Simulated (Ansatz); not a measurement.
## Electric field gradients in ZnS

The cell is a computed structure from the Materials Project (it need not be an observed phase).

```
Zn S
1.0
     3.80580    0.00000    0.00000
    -1.90290    3.29592    0.00000
     0.00000    0.00000    6.23798
Zn S
2 2
Cartesian
  0.0000 2.1973 0.0009
  1.9029 1.0986 3.1199
  0.0000 2.1973 2.3384
  1.9029 1.0986 5.4574
```

Atom numbers follow the list; atoms alike are taken as one site, whose name carries the number of the first.

The numbers come from a DFT calculation in Ansatz (PBE, plane waves and PAW, scalar-relativistic, 420 eV cutoff, Γ-centred 10×10×6 k-points, Fermi–Dirac smearing 0.01 eV).

C_Q = eQV_zz/h, which is 24.18 MHz for Q = 1 b and V_zz = 10²¹ V/m²; η = (V_xx − V_yy)/V_zz.

⁶⁷Zn: I = 5/2, Q = 122.0 mb; ³³S: I = 3/2, Q = -69.40 mb. Quadrupole moments are those of Pyykkö's year-2017 table.

```tsv
site	atoms (order as listed)	first shell	V_zz (10²¹ V/m²)	η	C_Q (MHz)
Zn	1, 2	4 S at 2.33–2.34 Å	0.070	0.00	0.207
S	3, 4	4 Zn at 2.33–2.34 Å	0.24	0.00	-0.411
```

An axis of threefold or higher order runs through Zn and S, so V_zz lies along it and η is zero.
